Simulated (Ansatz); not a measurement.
The relaxed structure here is a generated cell of Ti2C: the first start was made by placing the elements on the sites of a structure type, and the end was not matched to a known phase here, so it may be hypothetical.

The start is a generated cell, Ti2C placed in the AFLOW prototype AB2_hP9_162_ad_k (as in V2N). A full variable-cell relaxation at zero pressure is run with PBE (plane waves to 420 eV, PAW, scalar-relativistic; Ansatz, a program for electronic structure). First-step values are on the input's coarse k-mesh.

Ansatz input (later rounds restart from its end on a renewed k-mesh):
Ansatz 0.2 input:
```yaml
crystal:
  lattice:
    - [5.2962631, 0, 0]
    - [-2.6481316, 4.5866984, 0]
    - [0, 0, 4.9203437]
  atoms:
    - { symbol: Ti, position: [0.325, 0.325, 0.272] }
    - { symbol: Ti, position: [0.675, 0, 0.272] }
    - { symbol: Ti, position: [0, 0.675, 0.272] }
    - { symbol: Ti, position: [0, 0.325, 0.728] }
    - { symbol: Ti, position: [0.675, 0.675, 0.728] }
    - { symbol: Ti, position: [0.325, 0, 0.728] }
    - { symbol: C, position: [0, 0, 0] }
    - { symbol: C, position: [0.66666667, 0.33333333, 0.5] }
    - { symbol: C, position: [0.33333333, 0.66666667, 0.5] }
basis: { ecutwfc: 420, ecutrho_ratio: 4, xc_grid: 2, fft_grid_basis: typed }
kpoints: { mp_grid: { grid: [5, 5, 5] } }
hamiltonian:
  xc: pbe
  dispersion: none
  pseudopotentials: { kind: paw }
scf: { occupations: { method: fermi_dirac, width: 0.05 } }
relax: { f_tol: 0.01, max_steps: 100, cell: { stress_tol: 0.02 } }
output: { forces: true, stress: true }
```

**Question.** How much energy is released per atom?

**Answer.** 0.03 eV/atom.

**Question.** How does the volume change?

**Answer.** -1.6 %, from 13.28 to 13.07 Å³/atom.

**Question.** How do the shortest distances between atoms change?

**Answer.** The closest pairs of elements (up to four, under 3.6 Å), start → end: C–Ti 2.11 → 2.12 Å; Ti–Ti 2.83 → 2.98 Å; C–C 3.06 → 3.03 Å.

**Question.** What band gap does the relaxed structure have at this level?

**Answer.** Zero (metallic).

**Question.** What does it relax into? Give the structure.

**Answer.** 
Space group P-31m (No. 162); a = b = 5.245 Å, c = 4.938 Å, α = β = 90.00°, γ = 120.00°

| atom | site | symmetry | x | y | z |
|---|---|---|---|---|---|
| Ti | 6k | ..m | 0.3335 | 0.3335 | 0.2557 |
| C | 1a | -3.m | 0.0000 | 0.0000 | 0.0000 |
| C | 2d | 3.2 | 0.3333 | 0.6667 | 0.5000 |

The space group stays P-31m (No. 162) (the run could not lower it); the end is AFLOW prototype AB2_hP9_162_ad_k (as in V2N), with 9 atoms in the primitive cell. Final values are on a 10×10×10 k-mesh of the relaxed cell. No spin polarisation in the result.

The run could not lose the symmetry of its start: the end is stationary, and may be a saddle point rather than a minimum.
